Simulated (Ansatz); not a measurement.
Ca(CdAs)₂ (space group P-3m1)

```yaml
crystal:
  lattice:
    - [4.40788, 0.00000, 0.00000]
    - [-2.20394, 3.81733, 0.00000]
    - [0.00000, 0.00000, 7.19731]
  atoms:
    - { symbol: Ca, position: [0.00000, 0.00000, 0.00000] }
    - { symbol: Cd, position: [0.33333, 0.66667, 0.63374] }
    - { symbol: Cd, position: [0.66667, 0.33333, 0.36626] }
    - { symbol: As, position: [0.33333, 0.66667, 0.23753] }
    - { symbol: As, position: [0.66667, 0.33333, 0.76247] }
```

The volume is varied about the relaxed value V₀ at fixed cell shape. The atoms relax within the cell's symmetry.

The numbers are results of r2SCAN (plane waves to 500 eV, PAW, scalar-relativistic; Ansatz, an electronic-structure program), not measurements. k mesh 9×9×5 (Γ-centred), Fermi-Dirac smearing 0.05 eV. E stands for the smeared free energy. Compression counts positive. With the shape held, the modulus is that of even scaling; a crystal free to change shape is softer. Ca(CdAs)2 was relaxed with its symmetry unable to fall. The zero of ΔE is the relaxed starting cell.

```csv
V (Å³/atom),ΔE (meV/atom)
20.346,147.7
20.991,97.0
21.637,58.9
22.283,withheld
22.929,13.3
23.575,3.2
24.221,0.0
24.867,2.9
25.513,11.0
26.159,23.6
26.804,40.2
27.450,60.1
28.096,83.0
```

Problem. Fit a third-order Birch-Murnaghan form (E₀, V₀, B₀, B₀′ free) to the given rows and predict ΔE at V = 22.283.

Solution. Least squares on the 12 given rows: ΔE = E₀ + (9V₀B₀/16)·y²·[2 + (B₀′ − 4)y], y = (V₀/V)^(2/3) − 1, with V₀ = 24.221 Å³/atom, B₀ = 55.92 GPa (160.2 GPa = 1 eV/Å³; the term in eV is multiplied by 1000), B₀′ = 4.36, E₀ = 0.03 meV/atom; root-mean-square residual 0.03 meV/atom. At 22.283 the fit gives 31.4 meV/atom; the calculation gives 31.4 meV/atom, the same to the digits shown. For the pressure the fit gives 5.6 GPa against the computed 5.6 GPa.

(Under strain, the slope of the energy per volume gives the stress and its curvature an elastic modulus.)
